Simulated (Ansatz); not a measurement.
YSi$_{2}$ (fluorite), relaxed with PBEsol (Ansatz, an electronic-structure program, plane waves, PAW): a = b = c = 6.504 Å, α = β = γ = 90.00°.

| Item | Result |
|---|---|
| ΔH_f (eV/atom) | 0.16 |
| B₀ by P(V) fit (GPa) | 61.0 |

**Question.** The same phase is relaxed and computed with r²SCAN in the same code. What are the cell and these values now?

**Answer.** a = b = c = 6.601 Å, α = β = γ = 90.00°.

ΔH_f (eV/atom): 0.22
B₀ by P(V) fit (GPa): 56.8

Constructed cells (a structure type filled with these elements, in neither database checked): YSi2, fluorite. Unstable at this level: YSi2, fluorite with PBEsol; YSi2, fluorite with r²SCAN. All cells were relaxed under the symmetry of their starts (and spin orders); stability against distortions was not tested throughout. Rows with no word on spin ran without spin polarisation. Scalar-relativistic: spin–orbit coupling is off unless named, which matters more the heavier the elements.

Potentials: the later of the program's two PAW sets.

Ansatz is a plane-wave DFT program.

Formation energies count from the lowest solids of the elements computed at the same level, not from gases.
